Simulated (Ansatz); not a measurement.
CoMo (L1₀ or tetragonal B2, space group No. 123) under volume change, the program Ansatz at the PBE level (PAW), shape and atoms relaxed at each volume.

| V (Å³/atom) | E − E(relaxed) (meV/atom) | P (GPa) |
|---|---|---|
| 11.773 | 99.4 | 29.77 |
| 12.161 | (withheld) | (withheld) |
| 12.549 | 9.8 | 8.36 |
| 12.937 | 0.0 | 0.00 |
| 13.325 | (withheld) | (withheld) |
| 13.713 | 33.6 | -13.14 |
| 14.101 | 71.8 | -18.25 |

Problem. Some entries are withheld; supply them.

Solution. 
- 13.325, E − E(relaxed) (meV/atom): 8.8
- 13.325, P (GPa): -7.10
- 12.161, E − E(relaxed) (meV/atom): 41.7
- 12.161, P (GPa): 18.21

Problem. What does a third-order Birch–Murnaghan fit give for V₀, B₀ and B′?

Solution. V₀ = 12.94 Å³/atom, B₀ = 256 GPa, B′ = 4.4.

Space group P4/mmm (L1₀ or tetragonal B2). The start of the workflow was typed in or built on a structure type; neither database checked (COD, Materials Project) lists it. Whether it is the stable phase at ambient conditions was not checked. Symmetry was held in the PBE relaxation; its stability against distortions is not shown here. The workflow began spin-polarised and lost its moments.

Potentials: the later of the program's two PAW sets.
